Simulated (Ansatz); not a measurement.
NbNO:
```
CELL_PARAMETERS angstrom
     -1.94309     1.94309     5.06258
      1.94309    -1.94309     5.06258
      1.94309     1.94309    -5.06258
ATOMIC_POSITIONS crystal
  Nb 0.01349 0.01349 0.00000
  Nb 0.76349 0.26349 0.50000
  N  0.95315 0.45315 0.50000
  N  0.20315 0.20315 0.00000
  O  0.78335 0.78335 0.00000
  O  0.53335 0.03335 0.50000
```

Relaxed with LDA.

**Question.** Give the optical modes at the zone centre with their infrared activity from DFPT, the program Ansatz at the LDA level (PAW).

**Answer.** Transverse frequencies, without the LO–TO term; a row sums one degenerate level.

```csv
ω (cm⁻¹),degeneracy,IR ((D/Å)²/amu),activity,symmetry
102,2,8.96,IR,E
148,2,17.04,IR,E
233,1,45.64,IR,A1
261,1,0.00,IR-inactive,B1
272,2,91.14,IR,E
375,1,0.00,IR-inactive,B1
481,2,232.14,IR,E
646,2,0.09,IR,E
684,1,55.60,IR,A1
771,1,0.00,IR-inactive,B1
```

**Question.** How high does the top mode go among those that the LO–TO term moves?

**Answer.** 834 cm⁻¹ for q along x, 834 cm⁻¹ for q along y, 843 cm⁻¹ for q along z.

Space group I4_1md. The workflow started from a Materials Project entry (that database holds measured and hypothetical structures alike); the Crystallography Open Database copy checked does not list it. COD files the formula under space group No. 14. Whether it is the stable phase at ambient conditions was not checked. The cell was relaxed with LDA under the symmetry of its start; whether a distortion lowers the energy is not shown. The run is not spin-polarised.

Potentials: the later of the program's two PAW sets.
